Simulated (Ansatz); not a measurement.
A geometry of Ti away from equilibrium: the start of the relaxation of a relaxed Ti cell displaced along its unstable phonon at q = (½, 0, 0) of its primitive reciprocal cell (188i cm⁻¹), largest move 0.15 Å. These are r2SCAN (plane waves to 500 eV, PAW, scalar-relativistic; Ansatz, a quantum-chemistry and plane-wave program) values and carry that method's errors. Γ-centred k-mesh 7×14×14 on the run's cell (coarser than for final values), Fermi–Dirac smearing 0.05 eV.

```xyz
2
Lattice="-3.2531 3.2531 3.2531 1.6265 -1.6265 1.6265 1.6265 1.6265 -1.6265" Properties=species:S:1:pos:R:3 pbc="T T T"
Ti     0.0000     0.1061    -0.1061
Ti    -1.6265     1.5205     1.7326
```

Q: Predict the force on each atom, in eV/Å.

A: 
```
atom    Fx     Fy     Fz
----  ----  -----  -----
Ti1   0.00   0.23  -0.23
Ti2   0.00  -0.23   0.23
```

Q: What is the pressure?

A: +0.1 GPa, compression positive.

Q: How far above the relaxed end point is this geometry?

A: 0.09 eV/atom; the path ends in P6₃/mmc (No. 194) (hcp (Mg type)).

No spin polarisation in the result.

The run could not lose the symmetry of its start.
